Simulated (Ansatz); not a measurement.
Put Ca3Ge in P4/mmm (No. 123): Ca on 2g and 1c; Ge on 1d. Recipe of this trial structure of Ca3Ge: ordered superstructure of bcc (sublattice all; occupants of the shared sites, in ratio, Ca: 3, Ge: 1).

Level of theory: Ansatz 0.2.0, DFT PBE, scalar-relativistic, plane waves, PAW. Cutoff 420 eV, Γ-centred mesh, Gaussian smearing, no spin polarisation.

Formation energies are uncorrected and refer to the elements' standard structures at the same level.

**Question.** Which cell and coordinates does it relax to?

**Answer.**

Space group P4/mmm (No. 123). a = 3.692 Å, b = 3.692 Å, c = 9.630 Å, α = 90.00°, β = 90.00°, γ = 90.00°
| atom | site | symmetry | x | y | z |
| --- | --- | --- | --- | --- | --- |
| Ca | 2g | 4mm | 0.0000 | 0.0000 | 0.3196 |
| Ca | 1c | 4/mmm | 0.5000 | 0.5000 | 0.0000 |
| Ge | 1d | 4/mmm | 0.5000 | 0.5000 | 0.5000 |

Around Ca on a site of symmetry 4mm lie 4 Ge at 3.14 Å, 1 Ca at 3.47 Å, 4 Ca at 3.69 Å and 4 Ca at 4.04 Å; around Ca on a site of symmetry 4/mmm lie 4 Ca at 3.69 Å and 8 Ca at 4.04 Å; Ge is surrounded by 8 Ca at 3.14 Å and 4 Ge at 3.69 Å. Another local minimum with the same sites may exist.

**Question.** Where does its energy lie, and is it a metal?

**Answer.** The energy over the elements is −0.29 eV/atom and the gap on the 12×12×6 mesh of the 4-atom cell is 0 eV (a metal). It lies below the elements, which doesn't yet make it stable against other compounds or structures.

The last run used Gaussian smearing of 0.10 eV. A structure relaxed within its symmetry needn't be a true minimum.
